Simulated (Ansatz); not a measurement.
MoP:
```
CELL_PARAMETERS angstrom
      2.97430     0.00000     0.00000
      0.00000     2.97430     0.00000
      0.00000     0.00000     2.97430
ATOMIC_POSITIONS crystal
  Mo 0.00000 0.00000 0.00000
  P  0.50000 0.50000 0.50000
```

Relaxed with PBEsol. Special points in fractions of this cell's reciprocal vectors: Γ (0.000, 0.000, 0.000); X (0.000, 0.500, 0.000); M (0.500, 0.500, 0.000); R (0.500, 0.500, 0.500).

Task: List the band energies nearest the Fermi level at these points for PBEsol in the plane-wave PAW code Ansatz.

Result: In eV from the Fermi level; about four levels below and three above (degenerate sets whole), none deeper than 8.9 eV; points with the same levels are listed once.

| k | below | above |
|---|---|---|
| Γ | -4.09 -4.09 | 0.39 0.39 0.39 |
| X | -8.34 -2.92 -2.92 -2.83 | 1.67 3.14 4.92 |
| M | -4.92 -4.92 -3.40 -0.94 -0.94 | 2.29 2.63 3.24 |
| R | -7.83 -7.32 -7.32 -7.32 | 3.39 3.39 3.59 3.59 3.59 |

Space group Pm-3m (CsCl type). The cell is a constructed one: a structure type filled with these elements; neither database checked (COD, Materials Project) lists it. COD files the formula under space group No. 187. Whether it is the stable phase at ambient conditions was not checked. The cell was relaxed with PBEsol under the symmetry of its start; its stability against distortions is not shown here. No spin polarisation was allowed. Spin–orbit coupling is left out wherever it is not named.

Potentials: the earlier of the program's two PAW sets. The files were generated under PBE; for other functionals the program regenerates the frozen cores, and for LDA and PBEsol the local potential too.
